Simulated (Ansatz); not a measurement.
Relaxing a structure of Ru

The start is a generated cell, Ru built in the AFLOW prototype A_cI16_220_c (as in Li). The structure is fully relaxed (lattice and positions, P = 0) with PBE (plane waves to 420 eV, PAW, scalar-relativistic; Ansatz, a first-principles code). First-step values are on the input's coarse k-mesh.

Ansatz input (later rounds restart from its end on a renewed k-mesh):
Ansatz 0.2 input:
```yaml
crystal:
  lattice:
    - [-3.0000309, 3.0000309, 3.0000309]
    - [3.0000309, -3.0000309, 3.0000309]
    - [3.0000309, 3.0000309, -3.0000309]
  atoms:
    - { symbol: Ru, position: [0.402, 0.402, 0.402] }
    - { symbol: Ru, position: [0.5, 0, 0.098] }
    - { symbol: Ru, position: [0, 0.098, 0.5] }
    - { symbol: Ru, position: [0.098, 0.5, 0] }
    - { symbol: Ru, position: [0.902, 0.902, 0.902] }
    - { symbol: Ru, position: [0.5, 0, 0.598] }
    - { symbol: Ru, position: [0, 0.598, 0.5] }
    - { symbol: Ru, position: [0.598, 0.5, 0] }
basis: { ecutwfc: 420, ecutrho_ratio: 4, xc_grid: 2, fft_grid_basis: typed }
kpoints: { mp_grid: { grid: [8, 8, 8] } }
hamiltonian:
  xc: pbe
  dispersion: none
  pseudopotentials: { azcp: { folder: ./paw }, kind: paw }
scf: { occupations: { method: fermi_dirac, width: 0.05 } }
relax: { f_tol: 0.01, max_steps: 100, cell: { stress_tol: 0.02 } }
output: { forces: true, stress: true }
```

Problem. What pressure does the first self-consistent step give?

Solution. +20.3 GPa (positive: the cell is compressed).

Problem. By how much does the energy per atom fall from start to end?

Solution. 0.20 eV/atom.

Problem. How does the volume change?

Solution. +3.7 %, from 13.50 to 14.01 Å³/atom.

Problem. How do the shortest distances between atoms change?

Solution. The closest pairs of elements (up to four, under 3.6 Å), start → end: Ru–Ru 2.48 → 2.63 Å.

The space group stays I-43d (No. 220) (the run could not lower it); the end is AFLOW prototype A_cI16_220_c (as in Li), with 8 atoms in the primitive cell. Final values are on a 11×11×11 k-mesh of the relaxed cell. No spin polarisation in the result.

The run could not lose the symmetry of its start, so the end can be a saddle point.

The relaxed structure here is a generated cell of Ru: the first start was made by placing the elements on the sites of a structure type, and the end was not matched to a known phase here, so it may be hypothetical. Known forms of Ru include space group No. 194.
